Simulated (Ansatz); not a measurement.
CuO:
```yaml
crystal:
  lattice:
    - [2.96318, 0.00000, 0.00000]
    - [-1.48159, 2.56619, 0.00000]
    - [0.00000, 0.00000, 5.09911]
  atoms:
    - { symbol: Cu, position: [0.00000, 0.00000, 0.00000] }
    - { symbol: Cu, position: [0.00000, 0.00000, 0.50000] }
    - { symbol: O, position: [0.33333, 0.66667, 0.25000] }
    - { symbol: O, position: [0.66667, 0.33333, 0.75000] }
```

Relaxed with PBE. Special points in fractions of this cell's reciprocal vectors: Γ (0.000, 0.000, 0.000); M (0.500, 0.000, 0.000); K (0.333, 0.333, 0.000); A (0.000, 0.000, 0.500); L (0.500, 0.000, 0.500); H (0.333, 0.333, 0.500).

### Question
List the band energies nearest the Fermi level at these points for DFT-PBE in the program Ansatz with PAW potentials.

### Answer
In eV from the Fermi level; about four levels below and three above (degenerate sets whole), none deeper than 8.9 eV; … stands for higher levels left out; points with the same levels are listed once.

```json
[
 {"k": "Γ", "below": "-2.25 -2.25 -1.77 -1.77 -1.04", "above": "0.51 0.51 1.17"},
 {"k": "M", "below": "-1.79 -1.72 -1.41 -1.35", "above": "0.34 0.53 6.31"},
 {"k": "K", "below": "-0.68 -0.68 -0.58 -0.58", "above": "7.61 8.51 …"},
 {"k": "A", "below": "-0.30 -0.30 -0.30 -0.30", "above": "3.95 3.95 …"},
 {"k": "L", "below": "-0.52 -0.52 -0.43 -0.43", "above": "5.84 5.84 …"},
 {"k": "H", "below": "-1.73 -1.73 -1.44 -1.44", "above": "0.46 0.46 8.08 8.08"}
]
```

Space group P6_3/mmc (NiAs type). A made-up cell: these elements were put on the sites of a structure type; neither database checked (COD, Materials Project) lists it. It is not the phase usual at ambient conditions (space group No. 15). The cell was relaxed with PBE under the symmetry of its start; its stability against distortions is not shown here. No spin polarisation was allowed. No Hubbard U is applied. Without spin polarisation and U, an open-shell compound can come out a false metal.

Potentials: the later of the program's two PAW sets.
